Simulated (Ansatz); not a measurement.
**TiOs squeezed and stretched**

A database entry relaxed whole under r2SCAN (Pm-3m):

```
Ti Os
1.0
     3.08042    0.00000    0.00000
     0.00000    3.08042    0.00000
     0.00000    0.00000    3.08042
Ti Os
1 1
Direct
  0.50000 0.50000 0.50000
  0.00000 0.00000 0.00000
```

The cell was scaled uniformly, its shape held, and the atoms relaxed at each volume with plane-wave PAW DFT (Ansatz 0.2.0; r2SCAN, 500 eV, 11×11×11 Γ-centred mesh, fermi-dirac occupations of width 0.100 eV; no spin, no spin-orbit coupling). One row is withheld.

```tsv
volume (Å³/atom)	energy over the lowest (meV/atom)	pressure (GPa)
13.738	48.6	18.64
14.030	21.0	11.82
14.323	5.2	5.68
14.615	0.0	0.14
14.907	4.4	-4.85
15.200	?	?
15.492	38.2	-13.38
```

**Question.** Fit the pressures of the other rows to the third-order Birch-Murnaghan form.

**Answer.** With f = [(V₀/V)^(2/3) − 1]/2 and P = 3B₀f(1 + 2f)^(5/2)[1 + 3(B₀′ − 4)f/2], least squares gives V₀ = 14.62 Å³ an atom, B₀ = 262 GPa and B₀′ = 4.2; the rows miss the fit by less than 0.01 GPa. The slope of the energies differs from these pressures by less than 0.05 GPa.

**Question.** What does the withheld row hold?

**Answer.** The fit gives -9.33 GPa at 15.200 Å³; the run gave -9.34 GPa and 17.4 meV an atom.

Caveats: the shape of the cell was held; 0 K, fixed nuclei; the symmetry was kept, and this need not be the phase that is stable at 0 K; one mesh for all volumes; pressure is positive in compression.
